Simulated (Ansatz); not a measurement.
Input:

IrW (L1₀ or tetragonal B2, P4/mmm), a = 2.7478 Å, b = 2.7478 Å, c = 3.8980 Å, α = 90.00°, β = 90.00°, γ = 90.00°.

This is the PBEsol-relaxed structure.

### Question
All from DFT-PBEsol in the program Ansatz with PAW potentials, unless another level is named. Estimate the formation energy from the elements (no fitted shifts).

### Answer
-0.30 eV/atom.

### Question
Next, the density of states at the Fermi level?

### Answer
0.43 states/eV per atom (mean over ±0.08 eV).

The start of the workflow was typed in or built on a structure type; neither database checked (COD, Materials Project) lists it. COD files the formula under space group No. 51. Whether it is the stable phase at ambient conditions was not checked. Symmetry was held in the PBEsol relaxation; its stability against distortions is not shown here. No spin polarisation was allowed. Axis ratios of metals converge slowly with the k-mesh, so a and c are less sure than the volume. The references are the lowest solids computed at this level, not always the standard phases. Scalar-relativistic: spin–orbit coupling is off unless named, which matters more the heavier the elements.

Potentials: the later of the program's two PAW sets.
